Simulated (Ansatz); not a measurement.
AlNi:
```
AlNi
1.0
    1.32002    -4.64874     0.00000
    1.32002     4.64874     0.00000
    0.00000     0.00000     3.97217
Al Ni
2 2
Direct
  0.65601   0.34399   0.25000
  0.34399   0.65601   0.75000
  0.92189   0.07811   0.25000
  0.07811   0.92189   0.75000
```

Relaxed with r²SCAN.

### Question
Tabulate the valence density and the electron localisation function along the shortest Al–Ni contact (2.47 Å), the program Ansatz at the r²SCAN level (PAW).

### Answer


```csv
distance from Al (Å),density (e/Å³),ELF
0.25,0.06,0.06
0.37,0.07,0.01
0.49,0.09,0.01
0.62,0.14,0.13
0.74,0.19,0.38
0.87,0.24,0.57
0.99,0.27,0.64
1.11,0.30,0.61
1.24,0.33,0.51
1.36,0.39,0.38
1.48,0.50,0.27
1.61,0.77,0.23
1.73,1.53,0.25
1.85,3.46,0.29
1.98,8.14,0.36
2.10,18.11,0.46
2.22,34.62,0.59
```

The density is the valence pseudo-density with augmentation charge, so density and ELF within about 1 Å of a nucleus are not all-electron values.

Space group Cmcm. The start of the workflow was typed in or built on a structure type; neither database checked (COD, Materials Project) lists it. It is not the phase usual at ambient conditions (space group No. 221). The r²SCAN relaxation kept the symmetry of its start; its stability against distortions is not shown here. The workflow began spin-polarised and lost its moments.

Potentials: the later of the program's two PAW sets.
